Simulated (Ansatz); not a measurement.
CeO₂ (rutile, space group No. 136), r²SCAN in the plane-wave PAW code Ansatz, all energies at zero smearing, with the estimated change up to a 700 eV cutoff added, with one set of potentials and settings (totals compare only within such a set). Cell of 6 atoms (2 Ce, 4 O): -15464.653 eV.

| element | reference phase | E (eV/atom) |
|---|---|---|
| Ce | Fm-3m, 1 atoms in the cell | -6589.7028 |
| O | C2/m, 4 atoms in the cell, spin-polarised | -566.0281 |

Formation energy per atom, worked out: (-15464.653 − 2×(-6589.7028) − 4×(-566.0281))/6 = -3.523 eV/atom (-340 kJ per mol of atoms), at 0 K, without zero-point energy or fitted corrections.

Space group P4_2/mnm (rutile). The workflow started from a Materials Project entry (that database holds measured and hypothetical structures alike); the Crystallography Open Database copy checked does not list it. It is not the phase usual at ambient conditions (space group No. 225). Symmetry was held in the r²SCAN relaxation; its stability against distortions is not shown here. The run is not spin-polarised. The 4f shell is in the valence. No Hubbard U is applied. The references are the lowest solids computed at this level, not always the standard phases (solids in place of the gases). Scalar-relativistic: spin–orbit coupling is off unless named, which matters more the heavier the elements.

Potentials: the later of the program's two PAW sets.
